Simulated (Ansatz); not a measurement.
# Profile along the Hf–Hf line in Hf (hcp, Mg type)

Hf (hcp, Mg type), conventional cell a = b = 3.1978 Å, c = 5.0474 Å, α = β = 90.00°, γ = 120.00°. The calculation uses the primitive cell of 2 atoms, to which meshes and values per cell refer.

Fields along a shortest Hf–Hf line of a (1 -1 0 0) plane (3.20 Å), from Hf to Hf, interpolated on the slice's grid (step about 0.2 Å). Method: r2SCAN (plane waves to 500 eV, PAW, scalar-relativistic; Ansatz, a program for electronic structure). k mesh 17×17×9. Near the nuclei the fields are pseudised (PAW); where an atom keeps semicore shells as valence, they peak there. Hf is run without spin polarisation. Hf was relaxed with its symmetry unable to fall. Spin-orbit coupling is left out, though Hf is heavy. The PAW data are Ansatz's earlier set.

```csv
distance from Hf (Å),valence electron density (e/Å³),electron localisation function
0.00,59.67,x
0.16,49.97,x
0.32,30.05,x
0.48,13.43,x
0.64,4.76,0.76
0.80,1.66,0.57
0.96,0.68,0.32
1.12,0.35,0.16
1.28,0.23,0.15
1.44,0.20,0.24
1.60,0.19,0.28
1.76,0.20,0.24
1.92,0.23,0.15
2.08,0.35,0.16
2.24,0.68,0.32
2.40,1.66,0.57
2.56,4.76,0.76
2.72,13.43,x
2.88,30.05,x
3.04,49.97,x
3.20,59.67,x
```

x: too close to a nucleus for the ELF to mean much.

Density on the Hf–Hf line (3.20 Å) at its midpoint: 0.19 e/Å³. ELF at that point: 0.3.
